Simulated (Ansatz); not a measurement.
Question: Each is relaxed and computed with DFT-r²SCAN in the program Ansatz with PAW potentials. Which is the only one with a gap?
(A) GaAs, CsCl type
(B) AlGa3As4, P-4m2 (Pearson symbol tP8)
(C) AlCrB, Cmcm (Al on 4c, B on 4c, Cr on 4c)
(D) GaSb, NiAs type

Answer: B, AlGa3As4, P-4m2 (Pearson symbol tP8). AlGa3As4: gap 1.29 eV (direct); GaAs: metal; AlCrB: metal; GaSb: metal. Constructed cells (a structure type filled with these elements, in neither database checked): GaAs, CsCl type. Typed or built starts, not in the databases checked: AlGa3As4, P-4m2 (Pearson symbol tP8); AlCrB, Cmcm (Al on 4c, B on 4c, Cr on 4c); GaSb, NiAs type. Not the usual ambient phase: GaAs, CsCl type; GaSb, NiAs type. Began spin-polarised and lost the moments: AlCrB, Cmcm (Al on 4c, B on 4c, Cr on 4c). Unstable at this level: GaAs, CsCl type. All cells were relaxed under the symmetry of their starts (and spin orders); stability against distortions was not tested throughout. Spin–orbit coupling is left out wherever it is not named.

Potentials: the earlier of the program's two PAW sets.
